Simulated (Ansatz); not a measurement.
# Li$_{2}$TaO$_{2}$ (I4/mmm)

The calculation used Ansatz 0.2.0, DFT PBE, scalar-relativistic, plane waves, PAW.

Plane waves to 420 eV, a k mesh through Γ of 18×18×18 on the computed 5-atom cell and Gaussian smearing (0.10 eV); no spin polarisation.

The structure is relaxed at this level of theory with its symmetry kept, and needn't be the ground state of this composition.

Space group I4/mmm (No. 139), tetragonal, a = 2.943 Å, c = 10.024 Å. Li is surrounded by 4 O at 1.96 Å, 4 Li at 2.08 Å and 4 Ta at 2.91 Å; Ta has 8 O at 2.41 Å, 8 Li at 2.91 Å and 4 Ta at 2.94 Å; around O lie 4 Li at 1.96 Å, 4 Ta at 2.41 Å and 1 O at 2.42 Å.

| Item | Value |
| --- | --- |
| Volume per atom | 8.68 Å³ |
| Formation energy from the elements' standard states (uncorrected) | -1.196 eV/atom |
| Kohn–Sham band gap | none (metal) |
| Density of states at the Fermi level | 1.3 states/eV per cell |
| Orbital (Löwdin) character within 0.5 eV of the Fermi level | Ta 5d 71 %, O 2p 10 %, O 2s 8 %, unprojected 5 % |
| Bader charge by site (e) | Li (2 in the cell) 0.83, Ta (1 in the cell) 1.26, O (2 in the cell) -1.46 |

Spin-orbit coupling is left out, which matters for the bands of heavy elements.

Another cell of Li2TaO2 relaxed alike, in P-3m1, lies 0.54 eV/atom lower, so this cell isn't the stable form at this level.

The cell was found from a structure generator's guess, not taken from experiment. Löwdin shares on free-atom orbitals overweight diffuse shells.
